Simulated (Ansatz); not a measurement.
MgMnV4O12: Quadrupolar parameters

The cell is a computed structure from the Materials Project (it need not be an observed phase) whose atoms were relaxed with PBE, the cell held.

```cif
data_structure
_symmetry_space_group_name_H-M 'P 1'
_symmetry_Int_Tables_number 1
_cell_length_a 6.0976
_cell_length_b 6.8830
_cell_length_c 7.0434
_cell_angle_alpha 80.696
_cell_angle_beta 73.484
_cell_angle_gamma 72.102
_cell_volume 268.80
loop_
_atom_site_label
_atom_site_type_symbol
_atom_site_fract_x
_atom_site_fract_y
_atom_site_fract_z
_atom_site_occupancy
Mg1 Mg 0.88821 0.87195 0.00736 1
Mn2 Mn 0.28434 0.92416 0.09775 1
V3 V 0.75697 0.59673 0.78631 1
V4 V 0.26371 0.77371 0.61391 1
V5 V 0.74670 0.21286 0.37758 1
V6 V 0.22623 0.39605 0.21481 1
O7 O 0.63379 0.77667 0.96816 1
O8 O 0.79861 0.37326 0.89935 1
O9 O 0.15977 0.94047 0.79206 1
O10 O 0.54653 0.62138 0.64515 1
O11 O 0.70601 0.08672 0.59087 1
O12 O 0.04419 0.63740 0.66041 1
O13 O 0.95319 0.35832 0.36846 1
O14 O 0.30655 0.88853 0.38389 1
O15 O 0.45722 0.35822 0.33691 1
O16 O 0.90102 0.03797 0.20108 1
O17 O 0.16084 0.64174 0.10330 1
O18 O 0.31715 0.21694 0.05456 1
```

Atom numbers follow the list; atoms alike are taken as one site, whose name carries the number of the first.

All values are calculated (Ansatz; DFT, r2SCAN, plane waves and PAW, scalar-relativistic, collinear spin, 500 eV cutoff, Γ-centred 4×3×3 k-points, Fermi–Dirac smearing 0.02 eV), not measured. Start moments as typed (μB): 5 on each Mn, none on the rest.

C_Q = eQV_zz/h, which is 24.18 MHz for Q = 1 b and V_zz = 10²¹ V/m²; η = (V_xx − V_yy)/V_zz.

Mg-25: I = 5/2, Q = 199.4 mb; ⁵⁵Mn: I = 5/2, Q = 330.0 mb; 51V: I = 7/2, Q = -52.00 mb; O-17: I = 5/2, Q = -25.58 mb. Quadrupole moments are those of Pyykkö's year-2017 table.

| site | atoms (order as listed) | first shell | V_zz (10²¹ V/m²) | η | C_Q (MHz) |
| --- | --- | --- | --- | --- | --- |
| Mg | 1 | 4 O at 1.95–2.10 Å; also 2 O at 2.91–3.32 Å | -2.71 | 0.60 | -13.0 |
| Mn | 2 | 6 O at 2.03–2.45 Å | 1.76 | 0.89 | 14.0 |
| V3 | 3 | 4 O at 1.59–1.81 Å | 4.38 | 0.59 | -5.51 |
| V4 | 4 | 4 O at 1.67–1.79 Å | -4.38 | 0.68 | 5.50 |
| V5 | 5 | 4 O at 1.60–1.82 Å | 3.79 | 0.95 | -4.76 |
| V6 | 6 | 4 O at 1.67–1.78 Å | 3.51 | 0.88 | -4.41 |
| O7 | 7 | 1 V at 1.77 Å, 1 Mg at 1.96 Å, 1 Mn at 2.07 Å | -5.92 | 0.46 | 3.66 |
| O8 | 8 | 1 V at 1.59 Å; also 1 Mg at 3.32 Å | -0.83 | 0.55 | 0.514 |
| O9 | 9 | 1 V at 1.69 Å, 1 Mg at 2.02 Å, angle 111°; also 1 Mn at 2.45 Å | -3.77 | 0.49 | 2.33 |
| O10 | 10 | 2 V at 1.78–1.79 Å, angle 142° | 4.23 | 0.37 | -2.61 |
| O11 | 11 | 1 V at 1.60 Å | -1.38 | 0.54 | 0.856 |
| O12 | 12 | 2 V at 1.79–1.81 Å, angle 152°; also 1 Mg at 2.91 Å | 4.41 | 0.65 | -2.73 |
| O13 | 13 | 2 V at 1.78–1.82 Å, angle 139° | 4.23 | 0.17 | -2.62 |
| O14 | 14 | 1 V at 1.67 Å, 1 Mn at 2.03 Å, angle 152° | 3.25 | 0.82 | -2.01 |
| O15 | 15 | 2 V at 1.78–1.82 Å, angle 150° | 4.45 | 0.46 | -2.75 |
| O16 | 16 | 1 V at 1.73 Å, 1 Mg at 1.95 Å, 1 Mn at 2.17 Å | -6.06 | 0.45 | 3.75 |
| O17 | 17 | 1 V at 1.72 Å, 1 Mg at 2.10 Å; also 1 Mn at 2.28 Å | -3.71 | 0.80 | 2.29 |
| O18 | 18 | 1 V at 1.67 Å, 1 Mn at 2.05 Å, angle 130° | 2.91 | 0.84 | -1.80 |

At O10, O12, O13 and O15 V_zz runs parallel to the line that joins its two neighbours (within 4°) in each case. At O7 and O16 V_zz stands upright on the plane through its three neighbours (within 9°) in each case.

At this cell the principal stresses reach 5 GPa in size with r2SCAN, which can matter for small gradients. The largest force is 0.7 eV/Å, so the atoms aren't at the calculated equilibrium and relaxing them would move these values. The program didn't check the stability of this electronic state in full, so a lower one may lie near. All moments are parallel here, as the start or the cell imposes; many such compounds order antiparallel, where fields and spin densities carried over to other atoms largely cancel. The magnetic order is the one that the run reached from its start moments, not necessarily the measured one. Where η is near 1 the sign of V_zz means little.

Hardware: 2 threads of Intel Xeon Processor @ 2.50GHz (Skylake/Cascade Lake) (x86_64; 62 cores open to the job, memory cap 5.0 GiB, no GPU), a shared host with a load of 0.9 a core. Wall time 9.2 min, CPU time 14 min, peak memory 1.7 GiB.
